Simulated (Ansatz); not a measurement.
Cu Kα1 powder pattern (kinematic, no thermal factors).
| 2θ (°) | relative intensity |
| --- | --- |
| 27.19 | 34 |
| 30.80 | 100 |
| 31.84 | 49 |
| 44.89 | 40 |
| 45.65 | 61 |
| 52.59 | 3 |
| 53.95 | 6 |
| 56.08 | 63 |
| 64.15 | 10 |
| 66.55 | 18 |
| 72.15 | 2 |
| 73.41 | 10 |
| 75.11 | 24 |
| 75.67 | 10 |
| 82.24 | 19 |
| 83.89 | 15 |

The pattern is computed from a structure relaxed with DFT PBE, scalar-relativistic, plane waves, PAW in Ansatz. No spin polarisation. Its elements are Al, O.

Give the structure.

Al$_{2}$O.
Space group I4/mmm (No. 139). a = 3.971 Å, b = 3.971 Å, c = 5.802 Å, α = 90.00°, β = 90.00°, γ = 90.00°
| atom | site | symmetry | x | y | z |
| --- | --- | --- | --- | --- | --- |
| Al | 4c | mmm. | 0.0000 | 0.5000 | 0.0000 |
| O | 2b | 4/mmm | 0.5000 | 0.5000 | 0.0000 |

A pattern alone doesn't exclude other cells with like lines; this is the one computed.

Another cell of Al2O relaxed alike, in P4/mmm, lies 0.46 eV/atom lower, so this cell isn't the stable form at this level.

The structure comes from a generated guess; another structure or a mixture of phases may lie lower.
